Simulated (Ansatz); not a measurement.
LiCu₂P₂ in space group I4/mmm (No. 139; P on 4e, Cu on 4d, Li on 2a), the program Ansatz at the PBE level (PAW), all energies at zero smearing, with the estimated change up to a 700 eV cutoff added, with one set of potentials and settings (totals compare only within such a set). Cell of 5 atoms (2 P, 2 Cu, 1 Li): -14968.090 eV.

| element | reference phase | E (eV/atom) |
|---|---|---|
| P | Cmce, 4 atoms in the cell | -755.6743 |
| Cu | Fm-3m, 1 atoms in the cell | -6625.1757 |
| Li | Fm-3m, 1 atoms in the cell | -204.6902 |

Formation energy per atom, worked out: (-14968.090 − 2×(-755.6743) − 2×(-6625.1757) − 1×(-204.6902))/5 = -0.340 eV/atom (-33 kJ per mol of atoms), at 0 K, without zero-point energy or fitted corrections.

The workflow started from an entry of the Crystallography Open Database (COD). Its standing as an ambient phase is unchecked. Symmetry was held in the PBE relaxation; its stability against distortions is not shown here. The run is not spin-polarised. The references are the lowest solids computed at this level, not always the standard phases.

Potentials: the later of the program's two PAW sets.
